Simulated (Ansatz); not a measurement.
System: Si (diamond type), 2 atoms in the cell.

Method: Ansatz 0.2.0 development build, PBE with spin–orbit coupling, plane waves, norm-conserving pseudopotentials.

Cutoff 490 eV; k-mesh 6×6×6 Γ-centred; Fermi–Dirac smearing of 0.02 eV.

```xyz
2
Lattice="0.0000 2.7350 2.7350 2.7350 0.0000 2.7350 2.7350 2.7350 0.0000" Properties=species:S:1:pos:R:3 pbc="T T T"
Si    0.0000    0.0000    0.0000
Si    1.3675    1.3675    1.3675
```

Question: Is the cell under compression or tension, and by how much?

Answer: The pressure is 0.03 GPa, close to zero.

The stress includes the program's correction for the finite plane-wave basis.
